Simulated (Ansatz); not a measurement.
AlPt:
```yaml
crystal:
  lattice:
    - [0.00000, 2.54732, 2.54732]
    - [2.54732, 0.00000, 2.54732]
    - [2.54732, 2.54732, 0.00000]
  atoms:
    - { symbol: Pt, position: [0.00000, 0.00000, 0.00000] }
    - { symbol: Al, position: [0.50000, 0.50000, 0.50000] }
```

Relaxed with r²SCAN. Special points in fractions of this cell's reciprocal vectors: Γ (0.000, 0.000, 0.000); X (0.500, 0.000, 0.500); U (0.625, 0.250, 0.625); K (0.375, 0.375, 0.750); L (0.500, 0.500, 0.500); W (0.500, 0.250, 0.750).

Problem. List the band energies nearest the Fermi level at these points for r²SCAN with spin–orbit coupling (plane waves, PAW; program Ansatz).

Solution. In eV from the Fermi level; about four levels below and three above (degenerate sets whole), none deeper than 8.9 eV; points with the same levels are listed once.

| k | below | above |
|---|---|---|
| Γ | -3.24 -3.24 -3.24 -3.24 | 5.39 5.39 6.13 6.13 6.13 6.13 |
| X | -1.67 -1.67 -0.81 -0.81 | 1.21 1.21 1.85 1.85 |
| U | -1.86 -1.86 -0.43 -0.43 | 0.58 0.58 3.33 3.33 |
| L | -2.25 -2.25 -1.14 -1.14 | 6.33 6.33 7.36 7.36 |
| W | -2.11 -2.11 -1.58 -1.58 | 0.02 0.02 0.32 0.32 |

Space group Fm-3m (rock salt). The start of the workflow was typed in or built on a structure type; neither database checked (COD, Materials Project) lists it. Its standing as an ambient phase is unchecked. The r²SCAN relaxation kept the symmetry of its start; its stability against distortions is not shown here. The run is not spin-polarised.

Potentials: the earlier of the program's two PAW sets.
